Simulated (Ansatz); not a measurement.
Density of states of NaTl

```cif
data_structure
_symmetry_space_group_name_H-M 'P 1'
_symmetry_Int_Tables_number 1
_cell_length_a 5.2825
_cell_length_b 5.2825
_cell_length_c 5.2825
_cell_angle_alpha 60.000
_cell_angle_beta 60.000
_cell_angle_gamma 60.000
_cell_volume 104.23
loop_
_atom_site_label
_atom_site_type_symbol
_atom_site_fract_x
_atom_site_fract_y
_atom_site_fract_z
_atom_site_occupancy
Na1 Na 0.50000 0.50000 0.50000 1
Na2 Na 0.75000 0.75000 0.75000 1
Tl1 Tl 0.00000 0.00000 0.00000 1
Tl2 Tl 0.25000 0.25000 0.25000 1
```

The runs use the primitive cell with vectors (0.000, 3.735, 3.735), (3.735, 0.000, 3.735), (3.735, 3.735, 0.000) Å, to which the k mesh refers.

The conventional cell has a = 7.471 Å, b = 7.471 Å, c = 7.471 Å, α = 90.00°, β = 90.00°, γ = 90.00°. Na (atom 1) is surrounded by 4 Na at 3.23 Å and 4 Tl at 3.23 Å. Around Tl (atom 3) lie 4 Na at 3.23 Å and 4 Tl at 3.23 Å.

The cell is a measured one (Crystallography Open Database entry 1541020); the temperature and pressure of the measurement aren't taken into account, and nothing was relaxed.

No spin–orbit coupling, which matters for the heavy atoms here.

The calculation used DFT, PBEsol, all-electron LAPW, scalar-relativistic in Ansatz 0.2.0.

The runs use a Γ-centred 10×10×10 k mesh, Fermi–Dirac smearing of 0.05 eV, basis error target 1 meV/atom, no spin polarisation.

States per eV and cell, averaged over 0.6 eV, from -5.8 to 3.6 eV, with energies (bin centres) from the Fermi level; empty bins are left out. 

```csv
E (eV),total
-5.6,1.32
-5.0,0.64
-4.4,0.36
-3.8,0.20
-3.2,0.08
-2.6,1.15
-2.0,1.52
-1.4,1.76
-0.8,1.36
-0.2,0.98
0.4,2.31
1.0,1.49
1.6,1.20
2.2,1.82
2.8,1.97
3.4,2.04
```
